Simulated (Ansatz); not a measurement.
Polymorphs of LiCl, each relaxed with plane-wave PAW r²SCAN (Ansatz code):

A: rock salt (Fm-3m)
a = 5.112 Å, b = 5.112 Å, c = 5.112 Å, α = 90.00°, β = 90.00°, γ = 90.00°

```
atom  site  symmetry       x       y       z
----  ----  --------  ------  ------  ------
Li      4a      m-3m  0.0000  0.0000  0.0000
Cl      4b      m-3m  0.5000  0.5000  0.5000
```

B: zinc blende (F-43m)
a = 5.4671 Å, b = 5.4671 Å, c = 5.4671 Å, α = 90.00°, β = 90.00°, γ = 90.00°

| atom | site | symmetry | x | y | z |
|---|---|---|---|---|---|
| Li | 4a | -43m | 0.0000 | 0.0000 | 0.0000 |
| Cl | 4d | -43m | 0.7500 | 0.7500 | 0.7500 |

**Question.** Rank these by energy per atom at 0 K (lowest first), as r²SCAN gives it.

**Answer.** A (+0 meV/atom), B (+6 meV/atom)

**Question.** Give each one's gap.

**Answer.** A 7.29 eV; B 6.71 eV.

Typed or built starts, not in the databases checked: B. Not the usual ambient phase: B. All cells were relaxed under the symmetry of their starts (and spin orders); stability against distortions was not tested throughout.

Energies hold the estimated change up to a 700 eV cutoff; steps of a few meV lie near the error of the meshes.

Potentials: the later of the program's two PAW sets.
